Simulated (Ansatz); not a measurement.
The relaxed structure here is a generated cell of SiW: the first start was made by placing the elements on the sites of a structure type, and the end was not matched to a known phase here, so it may be hypothetical.

Relaxation of a generated trial cell of SiW in the FeB structure type; 8 atoms in the cell, which starts as Pnma (No. 62), oP8; a = 7.6370 Å, b = 4.0945 Å, c = 5.6328 Å, α = β = γ = 90.00°. Computed with r2SCAN (plane waves to 500 eV, PAW, scalar-relativistic; Ansatz, a program for electronic structure). Γ-centred k-mesh 3×6×4 on the run's cell (coarser than for final values), Fermi–Dirac smearing 0.05 eV. This is the first round of the run. 

The optimiser's lines from the output (shortened; P is positive under compression):

```
relax step   1: F+E_penalty+E_count = -44130.65533749 eV  Δ(F+E_penalty+E_count) = +0.000e0 eV  max|allowed force component| = 1.170e0 eV/Å  Δτ_max = 0.0000 Å  P = -39.120 GPa  Ω = 176.137 Å³  (8 SCF iters, dr2 threshold 1.00e-7 eV, accepted)
relax step   2: F+E_penalty+E_count = -44136.39911118 eV  Δ(F+E_penalty+E_count) = -5.744e0 eV  max|allowed force component| = 1.413e0 eV/Å  Δτ_max = 0.0513 Å  P = -38.107 GPa  Ω = 154.405 Å³  (7 SCF iters, dr2 threshold 8.00e-7 eV, accepted)
relax step   3: F+E_penalty+E_count = -44141.04316099 eV  Δ(F+E_penalty+E_count) = -4.644e0 eV  max|allowed force component| = 1.323e0 eV/Å  Δτ_max = 0.0560 Å  P = -30.224 GPa  Ω = 135.640 Å³  (7 SCF iters, dr2 threshold 8.00e-7 eV, accepted)
relax step   4: F+E_penalty+E_count = -44143.78000331 eV  Δ(F+E_penalty+E_count) = -2.737e0 eV  max|allowed force component| = 5.013e-1 eV/Å  Δτ_max = 0.0581 Å  P = -11.039 GPa  Ω = 119.472 Å³  (8 SCF iters, dr2 threshold 8.00e-7 eV, accepted)
relax step   5: F+E_penalty+E_count = -44144.85367629 eV  Δ(F+E_penalty+E_count) = -1.074e0 eV  max|allowed force component| = 4.736e-1 eV/Å  Δτ_max = 0.0741 Å  P = -4.388 GPa  Ω = 115.328 Å³  (6 SCF iters, dr2 threshold 8.00e-7 eV, accepted)
relax step   6: F+E_penalty+E_count = -44145.71177275 eV  Δ(F+E_penalty+E_count) = -8.581e-1 eV  max|allowed force component| = 6.233e-1 eV/Å  Δτ_max = 0.0437 Å  P = +6.637 GPa  Ω = 110.260 Å³  (6 SCF iters, dr2 threshold 8.00e-7 eV, accepted)
relax step   7: F+E_penalty+E_count = -44145.82549652 eV  Δ(F+E_penalty+E_count) = -1.137e-1 eV  max|allowed force component| = 8.496e-1 eV/Å  Δτ_max = 0.1563 Å  P = +3.059 GPa  Ω = 111.760 Å³  (7 SCF iters, dr2 threshold 8.00e-7 eV, accepted)
relax step   8: F+E_penalty+E_count = -44145.98476625 eV  Δ(F+E_penalty+E_count) = -1.593e-1 eV  max|allowed force component| = 4.124e-1 eV/Å  Δτ_max = 0.1249 Å  P = +1.102 GPa  Ω = 111.990 Å³  (7 SCF iters, dr2 threshold 8.00e-7 eV, accepted)
relax step   9: F+E_penalty+E_count = -44146.02438038 eV  Δ(F+E_penalty+E_count) = -3.961e-2 eV  max|allowed force component| = 9.618e-2 eV/Å  Δτ_max = 0.0363 Å  P = -0.443 GPa  Ω = 112.709 Å³  (6 SCF iters, dr2 threshold 8.00e-7 eV, accepted)
relax step  10: F+E_penalty+E_count = -44146.02673081 eV  Δ(F+E_penalty+E_count) = -2.350e-3 eV  max|allowed force component| = 2.815e-2 eV/Å  Δτ_max = 0.0062 Å  P = +0.039 GPa  Ω = 112.580 Å³  (5 SCF iters, dr2 threshold 8.00e-7 eV, accepted)
relax step  11: F+E_penalty+E_count = -44146.02707010 eV  Δ(F+E_penalty+E_count) = -3.393e-4 eV  max|allowed force component| = 7.105e-3 eV/Å  Δτ_max = 0.0018 Å  P = +0.013 GPa  Ω = 112.567 Å³  (4 SCF iters, dr2 threshold 5.39e-7 eV, accepted)
relax step  12: F+E_penalty+E_count = -44146.02708977 eV  Δ(F+E_penalty+E_count) = -1.967e-5 eV  max|allowed force component| = 1.354e-3 eV/Å  Δτ_max = 0.0014 Å  P = -0.008 GPa  Ω = 112.575 Å³  (4 SCF iters, dr2 threshold 4.05e-9 eV, accepted)
relax step  13: F+E_penalty+E_count = -44146.01405943 eV  Δ(F+E_penalty+E_count) = +1.303e-2 eV  max|allowed force component| = 1.542e-3 eV/Å  Δτ_max = 0.0000 Å  P = -0.038 GPa  Ω = 112.575 Å³  stress off target by 5.03e-2 GPa  SCF on the basis re-selected at this cell (its energy is not comparable with the rows above)  (7 SCF iters)
relax step  14: F+E_penalty+E_count = -44146.01406932 eV  Δ(F+E_penalty+E_count) = -9.886e-6 eV  max|allowed force component| = 6.418e-4 eV/Å  Δτ_max = 0.0004 Å  P = +0.005 GPa  Ω = 112.556 Å³  (4 SCF iters, dr2 threshold 6.33e-9 eV, accepted)
relax step  15: F+E_penalty+E_count = -44146.01405717 eV  Δ(F+E_penalty+E_count) = +1.215e-5 eV  max|allowed force component| = 6.455e-4 eV/Å  Δτ_max = 0.0000 Å  P = +0.005 GPa  Ω = 112.556 Å³  stress off target by 8.58e-3 GPa  SCF on the basis re-selected at this cell (its energy is not comparable with the rows above)  (4 SCF iters)
```

From the first to the last row the energy changes by -1.92 eV/atom and the volume by -36.1 %. The last row is marked as not comparable with the walk above it, whose basis was carried along; it does compare with step 1, since both stand on a basis selected at the nominal cutoff for their own cell.

Later rounds, restarted from the end of this one on a renewed k-mesh, logged 12 more steps and released under 0.01 eV/atom more. The final structure after all rounds: Pnma (No. 62), oP8; a = 5.720 Å, b = 4.188 Å, c = 4.698 Å, α = 90.00°, β = 90.00°, γ = 90.00°. Between re-selections the logged energies stand on a plane-wave basis carried along with the cell. No spin polarisation in the result.

The run could not lose the symmetry of its start, so the end can be a saddle point.
